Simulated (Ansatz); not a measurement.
The elements of this relaxed trial crystal are hidden behind letters.

```
lattice vectors (Å)
   2.1512    1.2420   17.5943
  -2.1512    1.2420   17.5943
   0.0000   -2.4840   17.5943
fractional positions
X 0.9979 0.9979 0.9979
X 0.4001 0.4001 0.4001
X 0.8022 0.8022 0.8022
X 0.1989 0.1989 0.1989
X 0.6011 0.6011 0.6011
Z 0.0487 0.0487 0.0487
Z 0.4508 0.4508 0.4508
Z 0.2497 0.2497 0.2497
Q 0.8508 0.8508 0.8508
Q 0.6498 0.6498 0.6498
```

Theory: DFT PBE, scalar-relativistic, plane waves, PAW (Ansatz). Settings of the last relaxation (10-atom cell): 420 eV, 12×12×12 k points, Gaussian smearing of 0.02 eV, no spin polarisation.

- Space group: R3m (No. 160)
- Conventional cell: a = 4.302 Å, c = 52.783 Å
- Volume per atom: 28.21 Å³
- Density: 5.08 g/cm³
- Energy over the elements: −0.635 eV/atom
- Gap on the 12×12×12 mesh of the 10-atom cell: 0.58 eV

Energies are uncorrected and count from the elements' standard states at the same level.

Task: X is a d-block element of period 5, Z is a p-block element of period 4 and Q is a p-block element of period 3. Which elements are they?

Result: X = Cd, Z = Se, Q = S, so the formula is Cd5Se3S2. Density times volume gives a mean mass of 5.08 × 28.21/1.6605 = 86.3 u per atom, and this set has 86.3 u. Cd on its first site has 3 S at 2.60 Å and 1 Se at 2.68 Å; Se on its first site is surrounded by 4 Cd at 2.66–2.68 Å; S on its first site is surrounded by 4 Cd at 2.57–2.60 Å; 7 more sites not described. Other sets within the hints have nearly the same mass, so mass alone doesn't settle it; this one was computed.

Kohn–Sham gaps at this level usually fall short of measured ones. A later test with randomly moved atoms came back to the same energy, though modes that don't fit the test's cell weren't probed.
